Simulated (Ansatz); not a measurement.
Ag$_{3}$Sn:
```cif
data_Ag3Sn
_chemical_formula_sum 'Ag3 Sn1'
_space_group_name_H-M_alt 'P-6m2'
_space_group_IT_number 187
_space_group_name_Hall 'P -6 2'
_cell_length_a 3.01201
_cell_length_b 3.01201
_cell_length_c 9.22079
_cell_angle_alpha 90.000
_cell_angle_beta 90.000
_cell_angle_gamma 120.000
loop_
_atom_site_label
_atom_site_type_symbol
_atom_site_symmetry_multiplicity
_atom_site_Wyckoff_symbol
_atom_site_fract_x
_atom_site_fract_y
_atom_site_fract_z
_atom_site_occupancy
Ag1 Ag 1 b 0.00000 0.00000 0.50000 1
Ag2 Ag 2 i 0.66667 0.33333 0.26229 1
Sn1 Sn 1 a 0.00000 0.00000 0.00000 1
```

Relaxed with LDA.

Task: Which orbitals make up the states near the Fermi level in LDA in the plane-wave PAW code Ansatz?

Result: Within 0.5 eV of the Fermi level: Sn 5p 33 %, Ag 5s 31 %, Ag 4d 13 %, Sn 5s 9 %, outside the projected shells 13 %. Projections are on Löwdin-orthogonalised atomic valence shells; empty p or d shells of many metals are not among them.

Task: Tabulate the density of states.

Result: States/eV per cell of 4 atoms, in 0.25 eV bins, energy from the Fermi level.

```csv
E (eV),total,Ag 4d,Ag 5s,Sn 5p
-7.85,0.40,0.08,0.02,0.11
-7.60,0.53,0.10,0.10,0.13
-7.35,0.72,0.16,0.18,0.14
-7.10,0.97,0.27,0.24,0.13
-6.85,0.77,0.19,0.29,0.11
-6.60,0.89,0.25,0.38,0.12
-6.35,2.90,1.84,0.69,0.24
-6.10,8.81,7.11,1.22,0.37
-5.85,9.47,8.29,0.75,0.32
-5.60,8.58,7.62,0.42,0.39
-5.35,9.16,8.33,0.30,0.39
-5.10,10.41,9.64,0.19,0.42
-4.85,11.05,10.43,0.21,0.28
-4.60,12.63,11.82,0.34,0.25
-4.35,9.69,9.01,0.26,0.29
-4.10,6.51,5.89,0.24,0.27
-3.85,6.30,5.83,0.19,0.21
-3.60,10.90,10.39,0.16,0.24
-3.35,8.46,7.90,0.18,0.15
-3.10,8.10,7.49,0.16,0.15
-2.85,1.63,1.07,0.22,0.22
-2.60,1.61,0.85,0.28,0.36
-2.35,1.48,0.63,0.31,0.38
-2.10,1.29,0.47,0.29,0.39
-1.85,1.19,0.37,0.32,0.34
-1.60,1.21,0.32,0.34,0.37
-1.35,1.14,0.27,0.33,0.38
-1.10,1.18,0.25,0.35,0.41
-0.85,1.26,0.23,0.36,0.44
-0.60,1.30,0.22,0.39,0.44
-0.35,1.30,0.20,0.40,0.43
-0.10,1.16,0.16,0.35,0.40
0.15,1.21,0.15,0.38,0.39
0.40,1.23,0.14,0.38,0.40
0.65,1.24,0.13,0.37,0.44
0.90,1.08,0.10,0.33,0.37
1.15,0.88,0.07,0.25,0.32
1.40,1.15,0.08,0.36,0.35
1.65,1.42,0.09,0.44,0.39
1.90,1.30,0.08,0.43,0.32
2.15,1.45,0.08,0.51,0.30
2.40,1.37,0.07,0.45,0.28
2.65,1.40,0.06,0.40,0.39
2.90,1.50,0.06,0.44,0.36
3.15,1.40,0.05,0.40,0.33
3.40,1.26,0.04,0.33,0.29
3.65,1.23,0.03,0.30,0.30
3.90,1.19,0.03,0.26,0.35
4.15,1.24,0.03,0.29,0.34
4.40,1.54,0.05,0.48,0.44
4.65,1.87,0.06,0.54,0.57
```

The first step of the workflow began from a Materials Project structure, measured or hypothetical; the Crystallography Open Database copy checked does not list it. COD files the formula under space group No. 59. With Ag and Sn taken as one species the cell has the higher symmetry P6_3/mmc, so it may be an ordered model of a mixed-site phase. Whether it is the stable phase at ambient conditions was not checked. Symmetry was held in the LDA relaxation; whether a distortion lowers the energy is not shown. The run is not spin-polarised. Spin–orbit coupling is left out wherever it is not named.

Potentials: the later of the program's two PAW sets.
